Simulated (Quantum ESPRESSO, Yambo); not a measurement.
## Levels of theory for the gap of Sr2MoZnO6

Sr₂MoZnO₆ (space group Fm-3m, No. 225): one geometry, one set of LDA (Quantum ESPRESSO, PseudoDojo norm-conserving, 84 Ry, scalar-relativistic) orbitals, self-energies from Yambo (2×2×2 Γ-centred k mesh, bands 6 to 209 and a 7 Ry block in the screening, 209 bands in G with the Bruneval-Gonze terminator, plasmon pole fitted at 27.2 eV).

The geometry is that of Materials Project entry mp-18829, symmetrised and not relaxed again.

```
level                                                     gap L → X (eV)  direct gap at X (eV)                        rough Yambo cost
--------------------------------------------------------  --------------  --------------------  --------------------------------------
LDA (Quantum ESPRESSO)                                              2.04                  2.17                                       –
exchange only (Hartree-Fock self-energy on LDA orbitals)           13.01                 12.66                   about 1/10 (6 states)
static COHSEX@LDA                                                   4.29                  4.25       within a factor of two (3 states)
G0W0@LDA, plasmon pole                                              3.78                  3.63                            1 (6 states)
G0W0@LDA, multipole fit to 8 frequencies, no terminator             3.75                  3.65       within a factor of two (3 states)
G0W0@LDA, plasmon pole, no terminator                               3.80                  3.69  about 1/6 (3 states, screening reused)
```

Bare exchange has no screening and gives the widest gap; static COHSEX screens it but leaves out the frequency dependence, which G0W0 restores. In the run with 209 bands and a 7 Ry block, which covers more k points, the smallest G0W0 gap is 3.56 eV, Γ → X. All rows use the LDA edge points; in the exchange only run other k points give a smaller gap, 12.50 eV.

Costs are rough ratios of core time on shared machines.

Nearest settings tried, and what they do to the gap: 141 bands in W, 141 bands in G: +95 meV; 3 Ry block (89 vectors against 307): +248 meV. Not varied: mesh. So the settings aren't converged at that level. Oxides, nitrides and fluorides with a shallow 3d shell are known to need far more bands and larger blocks. The k mesh is coarse.

Spin-orbit splittings are left out.
